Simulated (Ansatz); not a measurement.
**Zincblende alloy of GaN and AlN (12 of 32 Ga sites exchanged), 64 atoms**

Ansatz, PAW, plane waves. PBEsol relaxation of volume and atoms (shape held) at the single k point (¼, ¼, ¼) without its symmetry partners; single points on the relaxed atoms at the Γ point alone, onto which points of the small cell's zone fold. Arrangement: quasirandom. No spin–orbit coupling unless named.

Relaxed structure:

```xyz
64
Lattice="8.9051 0.0000 0.0000 0.0000 8.9051 0.0000 0.0000 0.0000 8.9051" Properties=species:S:1:pos:R:3 pbc="T T T"
Ga    0.0292    8.8979    0.0016
Ga    0.0252    0.0066    4.4584
Ga    0.0185    4.4584    0.0107
Ga    4.4308    8.8972    8.8938
Ga    4.4311    0.0059    4.4681
Ga    4.4373    4.4596    8.8984
Ga    4.4380    4.4441    4.4645
Ga    2.2299    2.2254    0.0011
Ga    2.2223    6.6699    4.4709
Ga    6.6817    2.2364    0.0070
Ga    6.6882    2.2386    4.4534
Ga    6.6803    6.6710    8.9012
Ga    6.6895    6.6633    4.4612
Ga    6.6871    0.0046    2.2329
Ga    6.6771    8.8979    6.6793
Ga    6.6812    4.4552    6.6780
Ga    0.0259    2.2340    6.6713
Ga    0.0218    6.6636    2.2334
Ga    4.4373    2.2328    2.2381
Ga    4.4344    6.6693    2.2228
Al    0.0211    4.4459    4.4482
Al    2.2211    2.2325    4.4517
Al    2.2270    6.6723    8.8897
Al    2.2263    0.0016    2.2236
Al    2.2259    8.8958    6.6811
Al    2.2114    4.4427    2.2352
Al    2.2285    4.4544    6.6703
Al    6.6935    4.4470    2.2327
Al    0.0197    2.2377    2.2385
Al    0.0242    6.6669    6.6794
Al    4.4269    2.2241    6.6727
Al    4.4294    6.6733    6.6843
N     1.1197    1.1208    1.1658
N     1.1775    1.1140    5.5718
N     1.1787    5.5673    1.1157
N     1.0900    5.5319    5.5891
N     5.5520    1.1090    1.1125
N     5.5460    1.1468    5.5877
N     5.5938    5.5341    1.1381
N     5.5296    5.5901    5.5957
N     3.3109    3.3674    1.1395
N     3.3056    3.3132    5.5898
N     3.2799    7.7887    1.1082
N     3.3357    7.7869    5.6207
N     7.8078    3.3427    1.1653
N     7.8274    3.3683    5.5440
N     7.8014    7.7837    1.1159
N     7.8338    7.7670    5.5900
N     3.2831    1.1141    3.3431
N     3.3291    1.1110    7.7430
N     3.3036    5.5325    3.3242
N     3.3088    5.5872    7.7626
N     7.8275    1.1401    3.3250
N     7.8059    1.1155    7.7933
N     7.8059    5.5102    3.3444
N     7.8263    5.5861    7.7731
N     1.1207    3.3422    3.3486
N     1.1455    3.3685    7.7755
N     1.1480    7.8110    3.3230
N     1.1455    7.7644    7.7650
N     5.5864    3.3680    3.3215
N     5.5335    3.3127    7.7637
N     5.5600    7.7906    3.3485
N     5.5338    7.7564    7.7692
```

Problem. What are the mean bond lengths by pair (pairs within 1.2 times the sum of covalent radii, less contacts 15 % beyond the pair's median; cation–cation pairs of compounds aside; long ionic contacts are cut short by that bound)?

Solution. Al–N 1.898 ± 0.007 Å (standard deviation, 48 bonds); Ga–N 1.946 ± 0.005 Å (standard deviation, 80 bonds).

Problem. What gap lies between the top filled and the lowest empty level in the single points?

Solution. HSE06 3.85 eV (60 s on NVIDIA H100).
